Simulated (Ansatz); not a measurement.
# CaAlSiHO₅ under strain: Al-27 nuclear quadrupole resonance

Cell: a structure deposited in the COD, relaxed with PBE at fixed cell and then changed (x and y compressed by 4 %).

```cif
data_structure
_symmetry_space_group_name_H-M 'P 1'
_symmetry_Int_Tables_number 1
_cell_length_a 5.4557
_cell_length_b 6.7728
_cell_length_c 8.5420
_cell_angle_alpha 90.000
_cell_angle_beta 90.000
_cell_angle_gamma 90.000
_cell_volume 315.63
loop_
_atom_site_label
_atom_site_type_symbol
_atom_site_fract_x
_atom_site_fract_y
_atom_site_fract_z
_atom_site_occupancy
Ca1 Ca 0.02923 0.36294 0.66473 1
Ca2 Ca 0.52923 0.13706 0.33527 1
Ca3 Ca 0.97077 0.86294 0.83527 1
Ca4 Ca 0.47077 0.63706 0.16473 1
Al5 Al 0.74356 0.26093 0.99537 1
Al6 Al 0.24356 0.23907 0.00463 1
Al7 Al 0.25644 0.76093 0.50463 1
Al8 Al 0.75644 0.73907 0.49537 1
Si9 Si 0.51222 0.62019 0.81048 1
Si10 Si 0.01222 0.87981 0.18952 1
Si11 Si 0.48778 0.12019 0.68952 1
Si12 Si 0.98778 0.37981 0.31048 1
H13 H 0.01974 0.52552 0.99328 1
H14 H 0.51974 0.97448 0.00672 1
H15 H 0.98026 0.02552 0.50672 1
H16 H 0.48026 0.47448 0.49328 1
O17 O 0.48948 0.42874 0.92946 1
O18 O 0.98948 0.07126 0.07054 1
O19 O 0.51052 0.92874 0.57054 1
O20 O 0.01052 0.57126 0.42946 1
O21 O 0.57387 0.78911 0.93336 1
O22 O 0.07387 0.71089 0.06664 1
O23 O 0.42613 0.28911 0.56664 1
O24 O 0.92613 0.21089 0.43336 1
O25 O 0.26575 0.64820 0.71114 1
O26 O 0.76575 0.85180 0.28886 1
O27 O 0.73425 0.14820 0.78886 1
O28 O 0.23425 0.35180 0.21114 1
O29 O 0.74333 0.61218 0.69328 1
O30 O 0.24333 0.88782 0.30672 1
O31 O 0.25667 0.11218 0.80672 1
O32 O 0.75667 0.38782 0.19328 1
O33 O 0.00471 0.39757 0.93493 1
O34 O 0.50471 0.10243 0.06507 1
O35 O 0.99529 0.89757 0.56507 1
O36 O 0.49529 0.60243 0.43493 1
```

Atoms are numbered from 1 in the order listed; like atoms form one site, named after its first atom.

Method: Kohn–Sham DFT in Ansatz, PBE, plane waves and PAW, scalar-relativistic, 420 eV cutoff, Γ-centred 4×3×3 k-points, Fermi–Dirac smearing 0.02 eV.

Al-27: I = 5/2, Q = 146.6 mb (year-2017 value). Static lattice, zero field.

**Question.** At which frequencies do the Al-27 NQR lines lie?

**Answer.** For I = 5/2 and η = 0 the lines are 3|C_Q|/20 and twice that; η pulls their ratio below 2.

```
site       atoms  V_zz (10²¹ V/m²)  C_Q (MHz)     η  line frequencies (MHz)
  Al  5, 6, 7, 8             -3.13      -11.1  0.46              2.01, 3.20
```

At this changed cell the PBE pressure is 23 GPa. The atoms aren't relaxed in the changed cell (largest force 1.1 eV/Å).
